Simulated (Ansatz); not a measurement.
Nb$_{3}$Sn:
```yaml
crystal:
  lattice:
    - [0.00000, 3.35441, 3.35441]
    - [3.35441, 0.00000, 3.35441]
    - [3.35441, 3.35441, 0.00000]
  atoms:
    - { symbol: Sn, position: [0.00000, 0.00000, 0.00000] }
    - { symbol: Nb, position: [0.50000, 0.50000, 0.50000] }
    - { symbol: Nb, position: [0.25000, 0.25000, 0.25000] }
    - { symbol: Nb, position: [0.75000, 0.75000, 0.75000] }
```

Relaxed with PBE. Special points in fractions of this cell's reciprocal vectors: Γ (0.000, 0.000, 0.000); X (0.500, 0.000, 0.500); U (0.625, 0.250, 0.625); K (0.375, 0.375, 0.750); L (0.500, 0.500, 0.500); W (0.500, 0.250, 0.750).

**Question.** List the band energies nearest the Fermi level at these points for plane-wave PAW PBE (Ansatz code).

**Answer.** In eV from the Fermi level; about four levels below and three above (degenerate sets whole), none deeper than 8.9 eV; points with the same levels are listed once.

| k | below | above |
|---|---|---|
| Γ | -3.03 -3.03 -0.83 -0.83 -0.83 | 1.41 2.20 2.20 2.20 |
| X | -1.92 -1.92 -1.53 -1.36 -1.36 | 0.27 0.65 0.65 |
| U | -1.74 -1.30 -1.02 -0.68 | 0.16 0.20 0.89 |
| L | -1.62 -1.62 -0.72 -0.72 | 0.16 0.26 0.26 |
| W | -1.43 -1.43 -1.19 -0.32 -0.32 | 0.29 1.11 1.71 |

Space group Fm-3m. The cell is a constructed one: a structure type filled with these elements; neither database checked (COD, Materials Project) lists it. It is not the phase usual at ambient conditions (space group No. 223). The PBE relaxation kept the symmetry of its start; whether a distortion lowers the energy is not shown. The run is not spin-polarised. Scalar-relativistic: spin–orbit coupling is off unless named, which matters more the heavier the elements.

Potentials: the earlier of the program's two PAW sets.
